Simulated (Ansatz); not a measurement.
ZnSe (started from an entry of an open crystallographic database), relaxed with r2SCAN, was run in Ansatz under altered settings. All numbers are computed, without spin polarisation but where a row says otherwise.

```
Zn Se
1.0
     0.00000    2.83242    2.83242
     2.83242    0.00000    2.83242
     2.83242    2.83242    0.00000
Zn Se
1 1
Direct
  0.00000 0.00000 0.00000
  0.25000 0.25000 0.25000
```

The base run's other keys:
```yaml
kpoints:
  mp_grid: { grid: [4, 4, 4] }
hamiltonian:
  xc: hse06
scf:
  occupations: { method: fixed }
  n_extra_bands: 4
```

It takes 13 iterations with 893 plane waves at 420 eV and 8 k points, and leaves a mean stress of +1.55 GPa. The gap over this mesh is 2.444 eV.

Outcomes, with energy and stress as changes against the base:
```tsv
setting	outcome	ΔF (meV/atom)	Δ mean stress (GPa)	gap on the mesh (eV)	iterations
PBE hybrid, exx coeff 0.4, omega 0.5 1/Å	converged	–	+0.4	2.368	18
PBE hybrid, exx coeff 0.1, unscreened	converged	–	+0.5	1.997	12
PBE hybrid, exx coeff 0.35, omega 0.1 1/Å	converged	–	-0.5	3.376	16
```
A dash marks a value that wasn't obtained or can't be compared. Stress is positive in compression.

- PBE hybrid, exx coeff 0.4, omega 0.5 1/Å. That is 40 % exact exchange, screened with ω = 0.5 1/Å, against HSE06's 25 % screened at 0.208 1/Å. The mean stress moves by +0.4 GPa and the gap on the mesh by -0.076 eV (to 2.368). Totals of different functionals aren't comparable.
- PBE hybrid, exx coeff 0.1, unscreened. That is 10 % exact exchange, at all ranges, against HSE06's 25 % screened at 0.208 1/Å. The mean stress moves by +0.5 GPa and the gap on the mesh by -0.446 eV (to 1.997). Totals of different functionals aren't comparable.
- PBE hybrid, exx coeff 0.35, omega 0.1 1/Å. That is 35 % exact exchange, screened with ω = 0.1 1/Å, against HSE06's 25 % screened at 0.208 1/Å. The mean stress moves by -0.5 GPa and the gap on the mesh by +0.932 eV (to 3.376). Totals of different functionals aren't comparable. The program warns that on this mesh the truncation of the exchange isn't bounded, so part of the change can be an error of the mesh.

Spin-orbit coupling is left out.

The stress of a hybrid is loosely converged in these runs.

The meshes of the hybrids are coarse, so their gaps aren't converged to the digits shown.
